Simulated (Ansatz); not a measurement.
This run works on a proposed trial structure, not on a known crystal.

Input and command of a plane-wave DFT calculation in Ansatz:

```yaml
crystal:
  lattice:
    - [-2.1778729298, 2.1778729298, 6.2333524548]
    - [2.1778729298, -2.1778729298, 6.2333524548]
    - [2.1778729298, 2.1778729298, -6.2333524548]
  atoms:
    - { symbol: Zn, position: [0.0, 0.0, 0.0] }
    - { symbol: Ga, position: [0.8539998799, 0.4302951407, 0.0] }
    - { symbol: Ga, position: [0.4302951407, 0.8539998799, 0.0] }
    - { symbol: Ga, position: [0.1460001201, 0.1460001201, 0.5762952608] }
    - { symbol: Ga, position: [0.5697048593, 0.5697048593, 0.4237047392] }
    - { symbol: O, position: [0.25, 0.75, 0.5], spin: 1.0 }
    - { symbol: O, position: [0.75, 0.25, 0.5], spin: 1.0 }
basis:
  ecutwfc: 420
kpoints:
  mp_grid: { grid: [6, 6, 6] }
hamiltonian:
  xc: pbe
scf:
  occupations: { method: gaussian, width: 0.1 }
  lower_state_search: "off"
output:
  forces: true
  stress: true
  eigenvalues: true
  populations: true
magnetization:
  spin_polarized: true
```

```bash
ansatz run input.yaml --threads 1 --pin off --max-ram 2560MiB --backend cpu --events-out ev --progress --plain --runs-dir out
```

Processor: Intel(R) Xeon(R) Processor @ 2.50GHz (Skylake/Cascade Lake), 1 thread, on a host shared with other jobs.

Task: How long does it run, and how much memory does it take?

Result: About 2.2 min, peak memory 0.53 GiB. It solves 47 bands at 30 k points (after reduction by symmetry) with about 2349 plane waves, in 18 SCF iterations.
